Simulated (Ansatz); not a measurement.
SiO₂: a ladder of calculations

Cell of run 1: a COD entry, taken as it stands.

Space group P4_12_12 (No. 92); a = 4.9501, c = 6.9259 Å.

| site | Wyckoff | site symmetry | x | y | z |
| --- | --- | --- | --- | --- | --- |
| Si | 4a | ..2 | 0.3027 | 0.3027 | 0.0000 |
| O | 8b | 1 | 0.2388 | 0.1086 | 0.1817 |

One atom of each set is listed.

Relaxed positions (PBE, cell held):

Si (0.3068, 0.3068, 0.0000)
O (0.2361, 0.1197, 0.1863)

All runs are DFT with Ansatz 0.2.0 (plane waves and PAW, scalar-relativistic unless spin–orbit coupling is named, Γ-centred meshes, Fermi–Dirac smearing where given) in this cell.

Run 1: PBE, atoms as given; 420 eV, 5×5×4 k-points, smearing 0.02 eV.
Run 2: PBE, atoms relaxed; 420 eV, 5×5×4 k-points, smearing 0.02 eV.
Run 3: r2SCAN, at the relaxed atoms; 500 eV, 5×5×4 k-points, smearing 0.02 eV.

(1) What does each run give, and what moves the gradients most?

Results:

(1) 

```csv
run,Si V_zz (η),O V_zz (η)
1,-0.72 (0.75),9.07 (0.16)
2,-0.46 (0.68),9.38 (0.20)
3,-0.46 (0.63),9.26 (0.20)
```

V_zz in 10²¹ V/m². Against run 1, the gradient tensors on these sites move by at most 0.43 in run 2 (O), 0.35 in run 3 (Si). Taken one at a time, the positions of the atoms (as given or relaxed) move the tensors on these sites by up to 0.43 (largest principal value of the change, on O), the functional (r2SCAN with its higher cutoff) by 0.13 (O).

In runs 1, 3 the atoms aren't at the calculated equilibrium (largest force 0.53, 0.31 eV/Å). The cell isn't the equilibrium one in run 1 (calculated pressure 7 GPa), and the entry's cell may itself be off.
